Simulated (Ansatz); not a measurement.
Consider the following.

W:
```yaml
crystal:
  lattice:
    - [5.05302, 0.00000, 0.00000]
    - [0.00000, 5.05302, 0.00000]
    - [0.00000, 0.00000, 5.05302]
  atoms:
    - { symbol: W, position: [0.00000, 0.00000, 0.00000] }
    - { symbol: W, position: [0.50000, 0.50000, 0.50000] }
    - { symbol: W, position: [0.00000, 0.50000, 0.25000] }
    - { symbol: W, position: [0.00000, 0.50000, 0.75000] }
    - { symbol: W, position: [0.25000, 0.00000, 0.50000] }
    - { symbol: W, position: [0.75000, 0.00000, 0.50000] }
    - { symbol: W, position: [0.50000, 0.75000, 0.00000] }
    - { symbol: W, position: [0.50000, 0.25000, 0.00000] }
```

This is the r²SCAN-relaxed structure.

Q: All from r²SCAN (plane waves, PAW; program Ansatz), unless another level is named. Give the bulk modulus (Birch–Murnaghan fit).

A: 3140 kbar.

Q: Next, the elastic constants (relaxed ions, GPa)?

A: C11 = 630, C12 = 158, C44 = 102.

Q: Next, the highest zone-centre frequency?

A: 31.0 meV.

Space group Pm-3n (A15 (β-W type)). The workflow started from an entry of the Crystallography Open Database (COD), which files this formula under 6 space groups. It is not the phase usual at ambient conditions (space group No. 229). The cell was relaxed with r²SCAN under the symmetry of its start; of distortions, only those at the zone centre were tested. No spin polarisation was allowed. As this level gives no gap, shear constants depend on the k-mesh and smearing (Fermi–Dirac, 0.1 eV here). Scalar-relativistic: spin–orbit coupling is off unless named, which matters more the heavier the elements.

Potentials: the later of the program's two PAW sets.
